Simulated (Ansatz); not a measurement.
F in its lowest state found on the top face of a (100) slab of Ta (Fm-3m (No. 225)), 4 planes, outer planes Ta (top) and Ta (bottom); 1 a cell of 8.72 Å², its atoms last:

```
CELL_PARAMETERS angstrom
2.95259 0.00000 0.00000
0.00000 2.95259 0.00000
0.00000 0.00000 25.26339
ATOMIC_POSITIONS crystal
Ta 0.50000 0.50000 0.33646
Ta 0.00000 0.00000 0.41910
Ta 0.50000 0.50000 0.50587
Ta 0.00000 0.00000 0.58563
F 0.00000 0.50000 0.64520
```

Level of theory: DFT PBEsol, scalar-relativistic, plane waves, PAW in Ansatz. Settings: cutoff 420 eV, Γ-centred mesh 10×10×1 on the computed 5-atom cell, Gaussian smearing of 0.10 eV; no spin polarisation. A dipole correction removes the field between periodic images along c.

The clean top face has a work function of 4.53 eV. Adsorption changes the slab's dipole along +c by Δp = -0.0358 e·Å a cell (-0.17 D an adsorbate).

Problem. What change of work function does the Helmholtz equation give?

Solution. A sheet of dipoles makes a step in an electron's potential energy of −e·Δp/(ε0·A), and e/ε0 = 180.95 eV·Å for Δp in e·Å: −180.95 × (-0.0358)/8.72 = +0.74 eV. This is the change of φ(top) − φ(bottom). If the bottom face is unmoved, φ(top) becomes 5.27 eV.

Problem. How does that compare with the calculation?

Solution. φ(top) changes by +0.71 eV and φ(bottom) by -0.03 eV, so their difference changes by +0.74 eV. The bottom face hardly moves.

Problem. What does the sign say about the electrons?

Solution. The change of dipole points into the surface (negative end outward), so the work function rises. Electrons gather on the vacuum side. Δp also holds the adsorbate's own dipole and the moves of the surface atoms, so it isn't a charge transfer alone.

Spin-orbit coupling is left out, which matters for the bands of heavy elements. Spin polarisation was left out, and a magnetic state may lie lower.

The reference crystal is the fcc form of Ta, which isn't its usual structure.